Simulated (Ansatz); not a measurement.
WC: an elastic constant from a strain scan

Theory: DFT PBEsol, scalar-relativistic, plane waves, PAW (Ansatz). Settings: plane waves to 420 eV, k-mesh 18×18×16 (Γ-centred), Gaussian smearing 0.15 eV. Spin–orbit coupling is left out, which can shift energies with elements as heavy as these. No spin polarisation. Energies are free energies at this smearing, counted from the undisturbed cell; pressure is positive in compression.

Reference structure (as given, not relaxed at this level; it stands at -0.7 GPa):

```yaml
crystal:
  lattice:
    - [2.90050, 0.00000, 0.00000]
    - [-1.45025, 2.51191, 0.00000]
    - [0.00000, 0.00000, 2.82900]
  atoms:
    - { symbol: W, position: [0.00000, 0.00000, 0.00000] }
    - { symbol: C, position: [0.66667, 0.33333, 0.50000] }
```

The cell is strained by ε times the Voigt pattern (0, 0, 0, 1, 0, 0) (xx, yy, zz, yz, xz, xy; engineering shear) with fractional coordinates fixed. The cell holds 2 atoms in V0 = 20.61 Å³. The stress column is τ = (1/V0) dE/dε, got from the stress tensor σ (compression positive) at each point as −det(1 + εP) σ : P(1 + εP)⁻¹, with P the pattern as a tensor.

```csv
ε,ΔE (meV/atom),τ (GPa)
-0.0350,12.575,-11.162
-0.0300,9.242,-9.572
-0.0250,6.419,-7.980
-0.0200,4.107,-6.386
-0.0150,2.310,-4.791
-0.0100,1.028,-3.194
-0.0050,0.255,-1.597
0.0000,0.000,0.000
0.0050,0.255,1.597
0.0100,1.028,3.194
0.0150,2.310,4.791
0.0200,4.107,6.386
0.0250,6.419,7.980
0.0300,9.242,9.572
0.0350,12.575,11.162
0.0400,?,?
```

Which combination of elastic constants does this scan measure, and how large is it?

For small ε, τ = τ0 + Kε with K = pᵀCp, which for this pattern is C44 in the Cartesian frame shown. The parabola through τ at ε = -0.0050, 0 and 0.0050 has slope K = 319 GPa at zero. The energies per cell, E = NΔE, of the same two points give K = 2[E(ε₊)/ε₊ − E(ε₋)/ε₋]/[(ε₊ − ε₋)V0] = 317 GPa, in agreement. These are clamped-ion values.

Predict the withheld row at ε = 0.0400 from the harmonic law, and compare.

ΔE = V0(τ0 ε + Kε²/2)/N = 16.439 meV/atom and τ = 12.78 GPa. The calculation gives 16.419 meV/atom and 12.75 GPa, a miss of 0.1 % of the harmonic energy, so the harmonic law still holds here.

Forces appear on the atoms along this scan, and letting them relax would lower the energy and soften the response. In a metal these slopes depend on the k mesh and the smearing.